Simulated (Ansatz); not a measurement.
Problem. SnRu3N (anti-perovskite, space group No. 221) is relaxed with plane-wave PAW PBE (Ansatz code). What lattice parameters of the conventional cell result?

Solution. a = 4.088 Å.

Problem. Is it a metal or does it have a gap at this level?

Solution. No gap at this level.

Space group Pm-3m (anti-perovskite). The start of the workflow was typed in or built on a structure type; neither database checked (COD, Materials Project) lists it. Its standing as an ambient phase is unchecked. The PBE relaxation kept the symmetry of its start; whether a distortion lowers the energy is not shown. The workflow began spin-polarised and lost its moments. The volume moved by 17 % from the start of the relaxation. Spin–orbit coupling is left out wherever it is not named.

Potentials: the earlier of the program's two PAW sets.
